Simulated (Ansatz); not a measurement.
# Two states of LiFePF₄

```yaml
crystal:
  lattice:
    - [2.89764, 4.33177, 0.00000]
    - [2.89764, -4.33177, 0.00000]
    - [0.00000, 0.00000, -6.46190]
  atoms:
    - { symbol: F, position: [0.69500, 0.76100, 0.75000] }
    - { symbol: F, position: [0.30500, 0.23900, 0.25000] }
    - { symbol: F, position: [0.76100, 0.69500, 0.25000] }
    - { symbol: F, position: [0.23900, 0.30500, 0.75000] }
    - { symbol: Li, position: [0.67600, 0.32400, 0.75000] }
    - { symbol: Li, position: [0.32400, 0.67600, 0.25000] }
    - { symbol: Fe, position: [0.00000, 0.00000, 0.00000] }
    - { symbol: Fe, position: [0.00000, 0.00000, 0.50000] }
    - { symbol: P, position: [0.35040, 0.64960, 0.75000] }
    - { symbol: P, position: [0.64960, 0.35040, 0.25000] }
    - { symbol: F, position: [0.24700, 0.75300, 0.95700] }
    - { symbol: F, position: [0.75300, 0.24700, 0.45700] }
    - { symbol: F, position: [0.75300, 0.24700, 0.04300] }
    - { symbol: F, position: [0.24700, 0.75300, 0.54300] }
```

Level: a composed functional ({exchange: {pbe: {weight: 1.0, kappa: 0.573, mu: 0.2556}}, correlation: {pbe: 1.0}}); 420 eV; 4×4×3 Γ-centred mesh; fermi-dirac occupations (width 0.1 eV); Ansatz 0.2.0, fixed geometry.

State A: Fe7 up, Fe8 up (collinear spin). State B: Fe7 up, Fe8 down (collinear spin).

**Question.** Which state is lower, and how do they differ?

**Answer.** State A is lower by 7.5 meV an atom at zero smearing; in free energy at this smearing B lies +10.0 meV an atom from A. So small a gap isn't resolved on this mesh where a state is a metal.

| state | free energy (meV/atom) | largest moment in a small sphere (μB) | net moment (μB/cell) | gap on mesh (eV) | pressure (GPa) | largest force (eV/Å) |
| --- | --- | --- | --- | --- | --- | --- |
| A | 0.0 | 2.52 | 5.16 | metal | 32.6 | 5.38 |
| B | 10.0 | 2.53 | 0.03 | metal | 33.8 | 5.52 |

Origin: a known structure type with other elements, at an estimated volume, so it need not be a known compound. Caveats: semilocal functionals often miss the gap of such magnets; the k mesh is coarse if the cell is a metal; atoms or cell far from equilibrium; forces of this functional can be a tenth off on these datasets.
